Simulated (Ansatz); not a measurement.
Q: Ru (bcc (W type), Im-3m) is relaxed with the program Ansatz at the PBEsol level (PAW). What lattice parameters of the conventional cell result?

A: a = 3.018 Å.

The start of the workflow was typed in or built on a structure type; neither database checked (COD, Materials Project) lists it. It is not the phase usual at ambient conditions (space group No. 194). Symmetry was held in the PBEsol relaxation. At this level the phase is mechanically unstable. The run is not spin-polarised.

Potentials: the earlier of the program's two PAW sets.
